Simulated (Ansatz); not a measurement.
# MoP: computed property card

MoP:
```
MoP
1.0
    3.19145     0.00000     0.00000
   -1.59572     2.76388     0.00000
    0.00000     0.00000     3.15680
Mo P
1 1
Direct
  0.00000   0.00000   0.00000
  0.33333   0.66667   0.50000
```

Space group P-6m2 (No. 187); conventional cell a = 3.1914 Å, b = 3.1914 Å, c = 3.1568 Å, α = 90.00°, β = 90.00°, γ = 120.00°.

Method: LDA in the plane-wave PAW code Ansatz. The cell and atoms are relaxed at this level. Other levels are named where they apply.

### Cell and energy

```json
{
  "volume_per_atom": "13.92 Å³",
  "density": "7.57 g/cm³",
  "Formation energy from the elements (no fitted shifts)": "-0.78 eV/atom"
}
```

### Electronic structure

```json
{
  "electronic_character": "metallic (no gap)",
  "Density of states at the Fermi level": "0.37 states/eV per atom (mean over ±0.08 eV)"
}
```

### Mechanics

```json
{
 "Bulk modulus (Birch–Murnaghan fit)": "241 GPa",
 "Pressure derivative B′": "4.3",
 "Elastic constants (relaxed ions, GPa)": "C11 = 377, C12 = 138, C13 = 174, C33 = 533, C44 = 190",
 "mechanical_stability": "stable (all eigenvalues of C positive)",
 "hill_bulk_and_shear_moduli": "246 and 149 GPa",
 "Young's modulus": "373 GPa",
 "Poisson's ratio": "0.25",
 "debye_temperature_from_the_elastic_constants": "610 K"
}
```

### Phonons

```json
{
  "highest_zone_centre_frequency": "414 cm^-1",
  "zone_centre_stability": "no imaginary mode at Γ"
}
```

The cell was relaxed with LDA under the symmetry of its start. No spin polarisation was allowed. As this level gives no gap, shear constants depend on the k-mesh and smearing (Fermi–Dirac, 0.1 eV here). As this level gives no gap, phonon frequencies hold no LO–TO term and depend on the k-mesh and smearing (Fermi–Dirac, 0.1 eV here). The references are the lowest solids computed at this level, not always the standard phases. Scalar-relativistic: spin–orbit coupling is off unless named, which matters more the heavier the elements.

Potentials: the earlier of the program's two PAW sets.
